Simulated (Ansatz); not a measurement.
Relaxed-ion elastic tensor of SrVO3 (cubic perovskite, Pm-3m) in GPa (Voigt order), DFT-PBE in the program Ansatz with PAW potentials; density 5.40 g/cm³, 11.48 Å³ per atom.

```
314  115  115  0.0  0.0  0.0
115  314  115  0.0  0.0  0.0
115  115  314  0.0  0.0  0.0
0.0  0.0  0.0  115  0.0  0.0
0.0  0.0  0.0  0.0  115  0.0
0.0  0.0  0.0  0.0  0.0  115
```

Task: Is the crystal mechanically stable?

Result: Yes: the smallest eigenvalue of C is 115 GPa.

Task: Work out the Voigt, Reuss and Hill averages.

Result: K_V = 181, K_R = 181, K_H = 181; G_V = 109, G_R = 108, G_H = 109 GPa.

Task: Give Young's modulus, Poisson's ratio, Pugh's ratio and the universal anisotropy index.

Result: E = 9KG/(3K + G) = 272 GPa; ν = 0.25; K/G = 1.67 (near the Pugh limit of 1.75, no verdict); A_U = 5G_V/G_R + K_V/K_R − 6 = 0.03.

Task: Estimate the sound speeds and the Debye temperature.

Result: v_l = √((K + 4G/3)/ρ) = 7770 m/s, v_t = √(G/ρ) = 4490 m/s, mean 4980 m/s; Θ = (h/k)(3n/4πV)^(1/3) v_m = 657 K.

Task: Give the Zener ratio and Young's modulus along [100], [110] and [111].

Result: A = 2C44/(C11 − C12) = 1.16; 1/E = S11 − 2(S11 − S12 − S44/2)Γ with Γ = 0, 1/4, 1/3 gives 252, 276, 285 GPa.

Task: Solve the Christoffel equation for the three sound speeds along [100], [110], [111].

Result: Eigenvalues of C_ijkl n_j n_l equal ρv². In km/s, slowest first: [100] 4.62, 4.62, 7.63; [110] 4.29, 4.62, 7.82; [111] 4.40, 4.40, 7.88.

The PBE relaxation kept the symmetry of its start; of distortions, only those at the zone centre were tested. The workflow began spin-polarised and lost its moments. No Hubbard U is applied. The compound may be a true metal, but semilocal functionals without U, or a wrong spin order, can also close a gap. As this level gives no gap, shear constants depend on the k-mesh and smearing (Fermi–Dirac, 0.1 eV here).

Potentials: the later of the program's two PAW sets.
